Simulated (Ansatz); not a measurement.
KB3H8: Core-level photoemission

Cell: a structure deposited in the COD whose atoms were relaxed with PBE, the cell held; a hole's nearest image is 5.3 Å away.

Space group P2_1/m (No. 11); a = 5.3230, b = 8.1280, c = 5.5732 Å, β = 94.63°.

```csv
site,Wyckoff,site symmetry,x,y,z
K1,2e,m,0.2275,0.7500,0.8956
B3,4f,1,0.2108,0.1397,0.7696
B7,2e,m,0.3673,0.2500,0.5509
H9,4f,1,0.3243,0.0761,0.6011
H13,4f,1,0.3255,0.0878,0.9503
H17,4f,1,0.9989,0.0866,0.7295
H21,2e,m,0.2791,0.2500,0.3442
H23,2e,m,0.5956,0.2500,0.5745
```

One atom of each set is listed.

Level of theory: DFT, PBE, plane waves and PAW, scalar-relativistic, 420 eV cutoff, Γ-centred 5×3×5 k-points, fixed occupations (Ansatz 0.2.0).

Each value is a total-energy difference between the cell with one core hole and the ground state (ΔSCF), the electron removed. The valence electrons get no spin in the cell with the hole, so they can't polarise against the unpaired core electron; that puts absolute values high, by some tenths of an eV and in some cases by about 1 eV. These are bare differences without image correction or alignment, so only shifts between sites of one element carry meaning.

Ground-state potentials at the B nuclei, against atom 3:

| atom | first shell | ΔV (V) |
| --- | --- | --- |
| 7 | 4 H at 1.21–1.46 Å, 2 B at 1.77 Å | 1.10 |
| 3 | 3 H at 1.21–1.27 Å, 2 B at 1.77–1.79 Å; also 2 K at 3.23–3.24 Å | 0.00 |

(1) The potential gives the initial-state shift. What are the full B 1s shifts against atom 3, with the screening of the hole?

Shifts between sites are good to a few tenths of an eV; absolute PBE values can be off by an eV or more. Multiplets, satellites and widths aren't calculated.

The run took 85 s of wall time (85 s of CPU time) and 0.71 GiB at its peak, on 1 thread of Intel Xeon 6975P-C (Granite Rapids) (x86_64; 48 cores open to the job, memory cap 2.5 GiB, no GPU), a shared host with a load of 0.5 a core.

Results:

(1) atom 7: 1.24 eV (final-state part 0.14 eV).
